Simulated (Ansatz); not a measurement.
GaSe:
```xyz
8
Lattice="3.7110 0.0000 0.0000 -1.8555 3.2138 0.0000 0.0000 0.0000 15.7394" Properties=species:S:1:pos:R:3 pbc="T T T"
Ga     0.0000     2.1425     2.7328
Ga     1.8555     1.0713    10.6025
Ga     1.8555     1.0713    13.0066
Ga     0.0000     2.1425     5.1369
Se     0.0000     2.1425     9.4396
Se     1.8555     1.0713     1.5699
Se     1.8555     1.0713     6.2998
Se     0.0000     2.1425    14.1696
```

Relaxed with LDA.

Q: Map the electron localisation function on the plane through (0.333, 0.667, 0.174) spanned by u = [0, 0, 1] and v = [1, -1, 0] in lattice vectors, from plane-wave PAW LDA (Ansatz code).

A: x is the fraction of u, y of v (the angle between them is 90°; rows are the nearest grid lines); atoms in the plane: Ga at (0.00, 0.00), Ga at (0.50, 0.33), Ga at (0.65, 0.33), Ga at (0.15, 0.00), Se at (0.43, 0.00), Se at (0.93, 0.33), Se at (0.23, 0.33), Se at (0.73, 0.00).
```
y \ x   0.000  0.100  0.175  0.275  0.375  0.450  0.550  0.625  0.725  0.825  0.900   1.00
------  -----  -----  -----  -----  -----  -----  -----  -----  -----  -----  -----  -----
1.00    0.443  0.389  0.030  0.029  0.877  0.330  0.066  0.276  0.089  0.496  0.087  0.443
0.938   0.048  0.408  0.096  0.035  0.867  0.593  0.065  0.248  0.422  0.373  0.094  0.048
0.844   0.239  0.448  0.221  0.037  0.718  0.680  0.052  0.134  0.709  0.082  0.074  0.239
0.781   0.172  0.194  0.162  0.030  0.289  0.380  0.039  0.068  0.414  0.023  0.048  0.172
0.688   0.029  0.020  0.032  0.015  0.015  0.031  0.019  0.022  0.027  0.006  0.020  0.029
0.625   0.038  0.022  0.046  0.023  0.016  0.040  0.027  0.031  0.033  0.008  0.033  0.038
0.531   0.228  0.041  0.389  0.487  0.031  0.165  0.294  0.249  0.108  0.029  0.562  0.228
0.469   0.466  0.050  0.648  0.779  0.035  0.230  0.419  0.297  0.186  0.094  0.782  0.466
0.375   0.608  0.055  0.713  0.871  0.029  0.237  0.373  0.107  0.201  0.353  0.664  0.608
0.312   0.609  0.055  0.707  0.871  0.028  0.234  0.361  0.073  0.197  0.393  0.595  0.609
0.219   0.578  0.155  0.753  0.816  0.228  0.384  0.390  0.291  0.522  0.089  0.819  0.578
0.156   0.298  0.405  0.438  0.600  0.698  0.784  0.326  0.295  0.786  0.054  0.700  0.298
0.0625  0.043  0.405  0.096  0.057  0.867  0.618  0.079  0.263  0.436  0.341  0.143  0.043
0.000   0.443  0.389  0.030  0.029  0.877  0.330  0.066  0.276  0.089  0.496  0.087  0.443
```

The density is the valence pseudo-density with augmentation charge, so density and ELF within about 1 Å of a nucleus are not all-electron values.

Space group P6_3/mmc. The LDA relaxation kept the symmetry of its start. A crystal of weakly bound layers computed without a dispersion correction: the cell and the soft elastic constants depend strongly on that.

Potentials: the later of the program's two PAW sets.
